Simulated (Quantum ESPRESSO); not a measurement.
## Band energies of Bi2Se3 monolayer

```xyz
5
Lattice="4.1112 0.0000 0.0000 -2.0556 3.5604 0.0000 0.0000 0.0000 23.1000" Properties=species:S:1:pos:R:3 pbc="T T T"
Se     0.0000     2.3736    -3.4801
Se     2.0556     1.1868     3.4801
Se     0.0000     0.0000     0.0000
Bi     0.0000     2.3736     1.9169
Bi     2.0556     1.1868    -1.9169
```

PBEsol (Quantum ESPRESSO, PseudoDojo norm-conserving, 86 Ry, no spin-orbit coupling); path ΓMKΓ; energies in eV from the valence-band maximum.

```
k (1/Å)  point  band 35  band 36  band 37  band 38  band 39  band 40  band 41  band 42
-------  -----  -------  -------  -------  -------  -------  -------  -------  -------
0.00         Γ    -1.05    -0.75    -0.68    -0.68    -0.40     0.82     2.14     2.14
0.22              -1.31    -1.24    -0.63    -0.22    -0.12     1.45     2.17     2.38
0.44              -1.67    -1.26    -1.00    -0.68    -0.04     1.65     2.72     2.78
0.66              -2.02    -1.71    -1.08    -0.79    -0.42     1.66     2.83     2.96
0.88         M    -2.15    -1.83    -1.07    -0.84    -0.61     1.66     2.84     2.88
1.14              -2.33    -2.23    -1.11    -0.72    -0.29     2.34     2.49     3.15
1.39         K    -2.34    -2.34    -1.37    -0.41    -0.41     2.31     3.12     3.12
1.54              -2.65    -2.10    -1.22    -0.49    -0.37     2.39     2.95     3.05
1.68              -2.79    -1.91    -0.99    -0.52    -0.33     2.51     2.69     2.89
1.83              -2.40    -1.74    -0.88    -0.34    -0.30     2.33     2.51     2.91
1.97              -1.88    -1.46    -0.94    -0.24    -0.09     2.02     2.33     2.84
2.12              -1.39    -1.17    -0.95    -0.13    -0.06     1.79     2.21     2.23
2.27              -1.24    -0.97    -0.74    -0.40    -0.07     1.32     1.82     2.24
2.41         Γ    -1.05    -0.75    -0.68    -0.68    -0.40     0.82     2.14     2.14
```

The PBEsol gap is 0.82 eV; at least one edge lies off the plotted path, at a point of the SCF mesh. The smallest direct gap is 1.22 eV. The valence-band maximum lies 5.95 eV below the vacuum level.

Spin-orbit coupling is left out; with 6p states at a band edge it can lower the gap by many tenths of an eV, most of a small gap.

Geometry relaxed with PBEsol.

This is a model layer cut from the bulk structure; whether it is stable on its own was not checked.
